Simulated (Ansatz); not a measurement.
# Cd4Se3S (I-42m)

The calculation used DFT PBE, scalar-relativistic, plane waves, PAW in Ansatz.

Settings: cutoff 420 eV, Γ-centred mesh 8×8×8 on the computed 8-atom cell, Gaussian smearing of 0.02 eV; no spin polarisation.

The structure is relaxed at this level of theory with its symmetry kept, and needn't be the ground state of this composition.

Space group I-42m (No. 121), tetragonal, a = 6.129 Å, c = 12.251 Å. Around Cd lie 1 S at 2.58 Å and 3 Se at 2.68–2.69 Å; Se on a site of symmetry -42m is surrounded by 4 Cd at 2.69 Å; around Se on a site of symmetry -4 lie 4 Cd at 2.68 Å; S is surrounded by 4 Cd at 2.58 Å.

- Volume per atom: 28.76 Å³
- Formation energy from the elements' standard states (uncorrected): -0.636 eV/atom
- Kohn–Sham band gap: 0.61 eV, direct at Γ
- Orbital (Löwdin) character of the top 1 eV of the valence band: Se 4p 77 %, S 3p 14 %
- Orbital (Löwdin) character of the lowest 1 eV of the conduction band: Cd 5s 55 %, Se 4p 21 %, Se 4s 11 %
- Electron masses at the edge by direction of the standard setting (m_e; one valley, along these axes only; no spin-orbit coupling): x: 0.068; y: 0.068; z: 0.068
- Hole masses at the edge by direction of the standard setting (m_e; one valley, along these axes only; no spin-orbit coupling): x: 0.78, 0.75, 0.071; y: 0.78, 0.75, 0.071; z: 0.31, 0.77, 0.082
- Bader charge by site (e): Cd (4 in the cell) 0.76, Se (1 in the cell) -0.73, Se (2 in the cell) -0.72, S (1 in the cell) -0.85

The cell was found from a structure generator's guess, not taken from experiment. Kohn–Sham gaps at this level usually fall short of measured ones. Löwdin shares on free-atom orbitals overweight diffuse shells in the empty bands.
